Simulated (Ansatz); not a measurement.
**HgTe (F-43m), two-dimensional strain map**

Level of theory: DFT r2SCAN, scalar-relativistic, plane waves, PAW (Ansatz). Settings: plane waves to 500 eV, k-mesh 14×14×14 (Γ-centred), Gaussian smearing 0.15 eV. Spin–orbit coupling is left out, which can shift energies with elements as heavy as these. No spin polarisation. Energies are free energies at this smearing, counted from the undisturbed cell; pressure is positive in compression.

Reference structure (as given, not relaxed at this level; it stands at 2.7 GPa):

```
Hg Te
1.0
     0.00000    3.22350    3.22350
     3.22350    0.00000    3.22350
     3.22350    3.22350    0.00000
Hg Te
1 1
Cartesian
  0.0000 0.0000 0.0000
  4.8353 4.8353 4.8353
```

The cell is strained by p along both x and y and by q along z, fractional coordinates fixed. Points are written (p, q).

Energy above the undisturbed cell in meV/atom (a dash: not computed):

| p \ q | -0.030 | -0.015 | 0.000 | 0.015 | 0.030 |
| --- | --- | --- | --- | --- | --- |
| -0.030 | 99.8 | 75.9 | 55.8 | 39.3 | 26.3 |
| -0.015 | 55.0 | – | 22.2 | – | 2.4 |
| 0.000 | 22.9 | 9.9 | 0.0 | -7.0 | -11.2 |
| 0.015 | 2.2 | – | – | – | – |
| 0.030 | -8.5 | – | -14.9 | – | -11.8 |

Pressure in GPa:

```
 p \ q  -0.030  -0.015  0.000  0.015  0.030
-0.030     8.7     7.5    6.4    5.4    4.4
-0.015     6.4       –    4.4      –    2.7
 0.000     4.4     3.5    2.7    1.9    1.2
 0.015     2.7       –      –      –      –
 0.030     1.2       –   -0.1      –   -1.1
```